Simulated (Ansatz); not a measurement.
BN:
Space group F-43m (No. 216); a = b = c = 3.609 Å, α = β = γ = 90.00°

```csv
atom,site,symmetry,x,y,z
B,4a,-43m,0.0000,0.0000,0.0000
N,4d,-43m,0.7500,0.7500,0.7500
```
(The calculation used a cell of 2 atoms; values per cell refer to that cell.)

Relaxed with r²SCAN.

Problem. Decompose the optical modes at the zone centre into irreducible representations, and say which are infrared and Raman allowed.

Solution. Point group -43m: Γ_opt = T2. Infrared: T2. Raman: T2.

Problem. Assign frequencies (DFPT, the program Ansatz at the r²SCAN level (PAW); without the LO–TO term).

Solution. T2 1042 cm⁻¹.

The r²SCAN relaxation kept the symmetry of its start; phonons on a q-mesh show no instability.

Potentials: the earlier of the program's two PAW sets.
